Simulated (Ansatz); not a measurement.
MgO (rock salt)

```
MgO
1.0
    0.00000     2.10706     2.10706
    2.10706     0.00000     2.10706
    2.10706     2.10706     0.00000
O Mg
1 1
Cartesian
  0.00000   0.00000   0.00000
  2.10706   2.10706   2.10706
```

The slice is a {100} plane (indices of the conventional cell) through the point (0.500, 0.500, 0.500) (fractional), spanned by u = [100] and v = [0 1 -1] in vectors of this cell: u (2.98 Å) and v (2.98 Å, at 90° to u). It covers one period; positions are fractions (u, v).

Computed with PBEsol (plane waves to 420 eV, PAW, scalar-relativistic; Ansatz, a first-principles code). k mesh 13×13×13. Inside the PAW spheres the values are not all-electron values, and peaks at nuclei hang on which shells count as valence. MgO was relaxed with its symmetry unable to fall.

**Question.** Around which element is the density of the lowest conduction band (whole band as if filled, smooth part) largest on this plane?

**Answer.** O. Mean over a disc round each atom, of radius 0.45 times the shortest bond: O 0.186, Mg 0.040 e/Å³.

**Question.** Around which element is the density of the highest valence band (whole band, smooth part) largest on this plane?

**Answer.** O. Mean over a disc round each atom, of radius 0.45 times the shortest bond: O 0.351, Mg 0.015 e/Å³.

**Question.** What is the ELF at the density minimum of the shortest O–Mg line in this plane (2.11 Å)?

**Answer.** 0.07.

**Question.** Predict the map of the valence electron density on the slice.

**Answer.** 
```
|999988776644110000000000000000000000114466778899|
|998888775533110000000000000000000000113355778888|
|887777664422110000111111111111110000112244667777|
|666655442211111111111111221111111111111122445566|
|444433221111111122222222222222222211111111223344|
|221111111111112222333333333333332222111111111111|
|000000001111222233444444444444443322221111000000|
|000000001122223344445555555555444433222211000000|
|000000111122334444556666666666554444332211110000|
|000000111122334455666677777766665544332211110000|
|000000111122334455667777777777665544332211110000|
|000000112222334455667777777777665544332222110000|
|000000111122334455667777777777665544332211110000|
|000000111122334455666677777766665544332211110000|
|000000111122334444556666666666554444332211110000|
|000000001122223344445555555555444433222211000000|
|000000001111222233444444444444443322221111000000|
|221111111111112222333333333333332222111111111111|
|444433221111111122222222222222222211111111223344|
|666655442211111111111111221111111111111122445566|
|887777664422110000111111111111110000112244667777|
|998888775533110000000000000000000000113355778888|
|999988776644110000000000000000000000114466778899|
|999999886644220000000000000000000000224466889999|
```
Scale: ten equal steps from -0.93 (start of '0') to 1.50 (end of '9'), in the order '0123456789'. Values: log₁₀ of the valence density in e/Å³. The map has 24 points along u (two characters each, u = 0 at the left) and 24 along v (v = 0 in the bottom row). The scale is logarithmic, as a density can span decades between atoms and voids.
